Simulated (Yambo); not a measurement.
Yambo run on Li₂SiS₃ (space group Cmc2_1, No. 36). The wavefunctions come from this Quantum ESPRESSO step (LDA, PseudoDojo standard norm-conserving files, scalar-relativistic):

```
&CONTROL
  calculation = 'nscf'
  pseudo_dir = './pseudo'
  outdir = './out'
/
&SYSTEM
  ibrav = 0
  nat = 12
  ntyp = 3
  ecutwfc = 74.0
  ecutrho = 296.0
  occupations = 'fixed'
  force_symmorphic = .true.
  nbnd = 325
/
&ELECTRONS
  conv_thr = 1.2000000000000002e-08
  diago_full_acc = .true.
  diago_thr_init = 1e-08
/
ATOMIC_SPECIES
Li 6.9400 Li.upf
Si 28.0850 Si.upf
S 32.0600 S.upf
CELL_PARAMETERS angstrom
  5.815000000000  -3.372095000000   0.000000000000
  5.815000000000   3.372095000000   0.000000000000
  0.000000000000   0.000000000000   5.963900000000
ATOMIC_POSITIONS crystal
Li   0.490630000000   0.176530000000   0.991110000000
Li   0.509370000000   0.823470000000   0.491110000000
Li   0.823470000000   0.509370000000   0.991110000000
Li   0.176530000000   0.490630000000   0.491110000000
Si   0.165200000000   0.834800000000   0.002970000000
Si   0.834800000000   0.165200000000   0.502970000000
S   0.540080000000   0.157700000000   0.589570000000
S   0.459920000000   0.842300000000   0.089570000000
S   0.842300000000   0.459920000000   0.589570000000
S   0.157700000000   0.540080000000   0.089570000000
S   0.138640000000   0.861360000000   0.630870000000
S   0.861360000000   0.138640000000   0.130870000000
K_POINTS automatic
2 2 2 0 0 0
```

Yambo input:

```
rim_cut
gw0
dyson
el_el_corr
HF_and_locXC
ppa
em1d
RandQpts= 1000000
RandGvec= 1 Ry
EXXRLvcs= 74 Ry
VXCRLvcs= 296 Ry
Chimod= "HARTREE"
% BndsRnXp
 5 | 324 |
%
NGsBlkXp= 7 Ry
% LongDrXp
 1.0 | 1.0 | 1.0 |
%
PPAPntXp= 27.2114 eV
% GbndRnge
 1 | 324 |
%
GTermKind= "BG"
DysSolver= "n"
ExtendOut
% QPkrange
 1 | 1 | 28 | 29 |
 2 | 2 | 28 | 29 |
 3 | 3 | 28 | 29 |
 4 | 4 | 28 | 29 |
 5 | 5 | 28 | 29 |
 6 | 6 | 28 | 29 |
%
```

k points by index: 1 = Γ, 2 = (0, 0, -0.5), 3 = (0, -0.5, 0), 4 = (0, -0.5, -0.5), 5 = (-0.5, -0.5, 0), 6 = (-0.5, -0.5, -0.5).

Resulting energies as the program prints them:

```
#    K-point    Band    Eo [eV]    E [eV]    E-Eo [eV]    Vxc [eV]    Vnlxc [eV]    Sc|Eo [eV]    Sc|E [eV]    dSc/dw|Eo [eV]    Re(Z)    Im(Z)
#
    1    28    -0.202338    -1.251425    -1.049087    -12.91671    -15.97498    1.720931    2.009180    -7.475806    0.784476    -0.001542
    1    29    3.490237    4.143642    0.653405    -10.08031    -5.670719    -3.600799    -3.756182    -6.469726    0.807910    -0.001428
    2    28    0.000000    -1.106316    -1.106316    -12.74943    -16.00554    1.844580    2.149797    -7.506401    0.783785    -0.001552
    2    29    3.091923    3.794507    0.702584    -10.61918    -6.125877    -3.621201    -3.790720    -6.564362    0.805646    -0.001425
    3    28    -0.263753    -1.391757    -1.128005    -12.59321    -15.94343    1.911020    2.222216    -7.506263    0.783788    -0.001555
    3    29    3.619721    4.291333    0.671612    -10.54959    -6.171953    -3.543229    -3.706023    -6.594586    0.804926    -0.001440
    4    28    -0.430694    -1.549393    -1.118698    -12.41883    -15.76359    1.916689    2.226058    -7.524254    0.783382    -0.001576
    4    29    3.315741    3.987973    0.672232    -10.99423    -6.587368    -3.569160    -3.734634    -6.696995    0.802495    -0.001443
    5    28    -0.179459    -1.305599    -1.126140    -12.61507    -15.91847    1.867965    2.177253    -7.472625    0.784548    -0.001544
    5    29    3.572891    4.275029    0.702139    -11.09308    -6.606116    -3.610414    -3.784823    -6.757977    0.801054    -0.001453
    6    28    -0.276160    -1.387450    -1.111290    -12.58155    -15.89845    1.898469    2.205609    -7.519835    0.783482    -0.001566
    6    29    3.184678    3.859209    0.674531    -10.79271    -6.394863    -3.559126    -3.723314    -6.622315    0.804266    -0.001431
```
(The two width columns are left out.) Convergence of these settings isn't established.

Geometry of the Materials Project entry, not relaxed at this level.

The structure is a Materials Project entry; no match was found in the copy of COD used, and its stability was not checked.
